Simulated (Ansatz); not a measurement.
Single point in Ansatz 0.2.0 with PBE, no spin polarisation. Cutoff 420 eV, PAW datasets, 9×9×7 Γ-centred k mesh, fermi-dirac filling (width 0.1 eV).

Computed maps in the lattice plane spanned by b (left to right, 3.78 Å, 11 points from zero) and c (bottom to top, 4.79 Å, 15 points from zero), 90° apart, at height 0.500 along a. The fields are smooth PAW ones with compensation charges, not the true ones near nuclei.

Valence density. Digits on a logarithmic scale: 0 up to 0.03 e/Å³, each further digit a factor of 1.6, 9 from 1.3 e/Å³ up:
```
12357997532
22356776532
33456776543
65567777655
99777667779
99977777799
99977777799
99976666799
99965555699
99766666679
66568998656
44579999754
23599999953
23589999853
22479999742
```

ELF. Ten even steps from '0' (0.01) to '9' (0.83):
```
00113443110
00134554310
11257887521
22366226632
54365005634
76457117546
98537667358
98524664258
76313333136
54222112224
22123443212
11136776311
01147997411
00147997410
00125665210
```

The cell is Ag₃BO. Which atoms lie within 0.2 Å of this plane, and where (fractions of b and c)?

Ag at (0.00, 0.50), B at (0.50, 0.67), Ag at (0.50, 0.11). The whole cell:
```
CELL_PARAMETERS angstrom
3.78249 0.00000 0.00000
0.00000 3.78249 0.00000
0.00000 0.00000 4.79178
ATOMIC_POSITIONS crystal
Ag 0.00000 0.50000 0.50000
Ag 0.50000 0.00000 0.50000
B 0.50000 0.50000 0.66500
O 0.00000 0.00000 0.00000
Ag 0.50000 0.50000 0.10760
```

Origin: a known structure type with other elements, at an estimated volume, so it need not be a known compound. Caveats: many states at the Fermi level without spin polarisation, so a magnetic state may lie lower; atoms or cell far from equilibrium.
